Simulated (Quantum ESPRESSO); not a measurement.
**Band energies of C**

```
C
1.0
    1.22805    -2.12706     0.00000
    1.22805     2.12706     0.00000
    0.00000     0.00000     7.17327
C
4
Cartesian
  1.22805  -0.35471   5.40248
  1.22805   0.35471   1.77079
  1.22805  -1.77235   5.40248
  1.22805   1.77235   1.77079
```

PBEsol (Quantum ESPRESSO, PseudoDojo norm-conserving, 82 Ry, scalar-relativistic); path ΓMKΓALHA,LM,KH; energies in eV from the Fermi level.

| k (1/Å) | point | band 4 | band 5 | band 6 | band 7 | band 8 | band 9 | band 10 | band 11 |
|---|---|---|---|---|---|---|---|---|---|
| 0.00 | Γ | -6.99 | -2.98 | -2.98 | -2.98 | -2.96 | 3.58 | 8.43 | 8.47 |
| 0.42 |  | -6.43 | -4.75 | -4.72 | -3.88 | -3.88 | 4.18 | 8.50 | 8.55 |
| 0.95 |  | -9.28 | -5.69 | -5.69 | -5.48 | -4.26 | 5.03 | 5.63 | 6.64 |
| 1.48 | M | -13.31 | -6.43 | -6.43 | -2.44 | -2.44 | 1.77 | 1.77 | 7.55 |
| 2.01 |  | -12.68 | -9.08 | -9.02 | -1.50 | -1.50 | 1.23 | 1.47 | 10.99 |
| 2.33 | K | -12.51 | -10.70 | -10.68 | -0.43 | -0.16 | 0.14 | 0.48 | 10.16 |
| 2.54 |  | -11.58 | -10.14 | -10.07 | -1.68 | -0.96 | 0.90 | 1.76 | 10.63 |
| 3.08 |  | -8.44 | -7.13 | -7.08 | -5.41 | -4.18 | 5.21 | 5.87 | 6.72 |
| 3.61 |  | -6.41 | -4.68 | -4.65 | -4.03 | -4.02 | 4.20 | 8.76 | 8.87 |
| 4.04 | Γ | -6.99 | -2.98 | -2.98 | -2.98 | -2.96 | 3.58 | 8.44 | 8.47 |
| 4.14 |  | -7.05 | -2.98 | -2.98 | -2.98 | -2.96 | 3.73 | 8.44 | 8.47 |
| 4.47 | A | -7.71 | -2.98 | -2.98 | -2.97 | -2.97 | 5.65 | 5.84 | 8.46 |
| 4.67 |  | -7.58 | -3.40 | -3.40 | -3.20 | -3.20 | 5.77 | 5.96 | 8.52 |
| 5.06 |  | -6.58 | -6.10 | -6.09 | -4.50 | -4.50 | 6.74 | 6.91 | 8.42 |
| 5.56 |  | -10.50 | -6.01 | -6.01 | -4.17 | -4.09 | 4.00 | 4.06 | 7.75 |
| 5.95 | L | -13.31 | -6.43 | -6.43 | -2.39 | -2.39 | 1.64 | 1.64 | 7.55 |
| 6.06 |  | -13.29 | -6.57 | -6.57 | -2.35 | -2.35 | 1.63 | 1.64 | 7.74 |
| 6.59 |  | -12.48 | -9.82 | -9.81 | -1.04 | -1.04 | 0.94 | 0.97 | 10.34 |
| 6.80 | H | -12.56 | -10.69 | -10.69 | -0.03 | -0.01 | 0.01 | 0.04 | 10.07 |
| 7.09 |  | -11.27 | -9.78 | -9.77 | -1.84 | -1.78 | 1.77 | 1.83 | 10.22 |
| 7.56 |  | -8.38 | -7.03 | -7.03 | -4.95 | -4.87 | 5.60 | 5.66 | 8.40 |
| 8.03 |  | -6.98 | -4.99 | -4.98 | -4.25 | -4.24 | 6.36 | 6.54 | 8.93 |
| 8.51 | A | -7.71 | -2.98 | -2.98 | -2.97 | -2.97 | 5.65 | 5.84 | 8.46 |
| 8.51 | L | -13.31 | -6.43 | -6.43 | -2.39 | -2.39 | 1.64 | 1.64 | 7.55 |
| 8.95 | M | -13.31 | -6.43 | -6.43 | -2.44 | -2.44 | 1.77 | 1.77 | 7.55 |
| 8.95 | K | -12.51 | -10.70 | -10.68 | -0.43 | -0.16 | 0.14 | 0.48 | 10.16 |
| 9.38 | H | -12.56 | -10.69 | -10.69 | -0.03 | -0.01 | 0.01 | 0.04 | 10.07 |

Along the path the PBEsol gap is only about 0.02 eV, below what this setup resolves reliably; no G0W0 run was built on it. Semilocal functionals shrink small gaps, and the order of the bands at the edge may be inverted.

Geometry of the Materials Project entry, not relaxed at this level.

This is not the ordinary phase of the substance; no match was found in the copy of COD used, and its stability was not checked.

Letters of k points follow the standard setting of the lattice, whose axes may be ordered differently from the printed cell.

The distance between layers or molecules is the database entry's, not relaxed here. Functionals without dispersion can leave it too large, which widens gaps and weakens the response across layers: the numbers belong to this cell.
